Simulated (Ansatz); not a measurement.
In in space group Cmce (No. 64; In on 8f) under volume change, DFT-r²SCAN in the program Ansatz with PAW potentials, shape and atoms relaxed at each volume.

```tsv
V (Å³/atom)	E − E(relaxed) (meV/atom)	P (GPa)
26.320	35.0	4.70
27.187	14.6	2.87
28.055	3.4	1.30
28.923	0.0	0.00
29.790	3.0	-1.07
30.658	11.3	-1.96
31.526	23.9	-2.67
```

What does a third-order Birch–Murnaghan fit give for V₀, B₀ and B′?

V₀ = 28.93 Å³/atom, B₀ = 39.0 GPa, B′ = 5.2.

The start of the workflow was typed in or built on a structure type; neither database checked (COD, Materials Project) lists it. It is not the phase usual at ambient conditions (space group No. 139). The r²SCAN relaxation kept the symmetry of its start; whether a distortion lowers the energy is not shown.

Potentials: the earlier of the program's two PAW sets.
